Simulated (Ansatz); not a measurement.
ZnO: do energies and stresses tell the same story?

Level of theory: Ansatz, DFT r2SCAN, scalar-relativistic, plane waves, PAW.

Cutoff 500 eV; k points 12×12×6 on the computed 4-atom cell (Γ-centred); Gaussian smearing, width 0.02 eV; no spin polarisation.

Relaxed cell: P6_3mc, a = 3.235 Å, b = 3.235 Å, c = 5.211 Å, α = 90.00°, β = 90.00°, γ = 120.00°, 4 atoms in the primitive cell.

Energies at zero smearing and pressures from the stress tensor, at volumes with shape and atoms relaxed:
| V (Å³/atom) | E − E(first) (meV/atom) | P (GPa) |
| --- | --- | --- |
| 11.101 | 0.00 | 10.64 |
| 11.455 | -16.99 | 4.89 |
| 11.809 | -22.25 | 0.00 |
| 12.164 | -17.53 | -4.16 |
| 12.518 | -4.32 | -7.69 |

Problem. Check P = −dE/dV between neighbouring volumes, and get the bulk modulus from the pressures alone.

Solution. With 1 eV/Å³ = 160.2 GPa:
| middle V (Å³/atom) | −ΔE/ΔV (GPa) | mean P (GPa) |
| --- | --- | --- |
| 11.278 | 7.682 | 7.761 |
| 11.632 | 2.378 | 2.444 |
| 11.987 | -2.134 | -2.078 |
| 12.341 | -5.973 | -5.925 |

The two differ by 0.08 GPa at most. The mean of two end pressures misses the average over a step by about ΔV² P″/12, up to 0.08 GPa here; with that taken off 0.00 GPa remains. Around V = 11.809 Å³/atom, the two neighbours give B = −V ΔP/ΔV = 11.809 × 9.04 / 0.709 = 150.7 GPa, against B0 = 150.0 GPa from the Birch–Murnaghan fit of the energies.